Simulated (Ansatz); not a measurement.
BN:
```yaml
crystal:
  lattice:
    - [2.49881, 0.00000, 0.00000]
    - [-1.24941, 2.16403, 0.00000]
    - [0.00000, 0.00000, 6.60091]
  atoms:
    - { symbol: B, position: [0.33333, 0.66667, 0.25000] }
    - { symbol: B, position: [0.66667, 0.33333, 0.75000] }
    - { symbol: N, position: [0.33333, 0.66667, 0.75000] }
    - { symbol: N, position: [0.66667, 0.33333, 0.25000] }
```

Relaxed with r²SCAN+D4. Special points in fractions of this cell's reciprocal vectors: Γ (0.000, 0.000, 0.000); M (0.500, 0.000, 0.000); K (0.333, 0.333, 0.000); A (0.000, 0.000, 0.500); L (0.500, 0.000, 0.500); H (0.333, 0.333, 0.500).

Task: List the band energies nearest the valence-band maximum at these points for r²SCAN+D4 (plane waves, PAW; program Ansatz).

Result: In eV from the valence-band maximum; about four levels below and three above (degenerate sets whole), none deeper than 8.9 eV; points with the same levels are listed once.

```json
[
 {"k": "Γ", "below": "-1.39 -1.39 -1.35 -1.35", "above": "5.63 11.13 12.37 12.37"},
 {"k": "M", "below": "-4.34 -4.27 -1.53 -0.48", "above": "4.79 6.28 10.21"},
 {"k": "K", "below": "-7.52 -7.52 -0.13 -0.13", "above": "5.50 5.50 11.20"},
 {"k": "A", "below": "-1.37 -1.37 -1.37 -1.37", "above": "8.16 8.16 12.44 12.44 12.44 12.44"},
 {"k": "L", "below": "-4.31 -4.31 -0.98 -0.98", "above": "5.27 5.27 10.64 10.64"},
 {"k": "H", "below": "-7.53 -7.53 -0.05 -0.05", "above": "5.26 5.26 12.50 12.50"}
]
```

Space group P6_3/mmc. Symmetry was held in the r²SCAN+D4 relaxation; phonons on a q-mesh show no instability.

Potentials: the later of the program's two PAW sets.
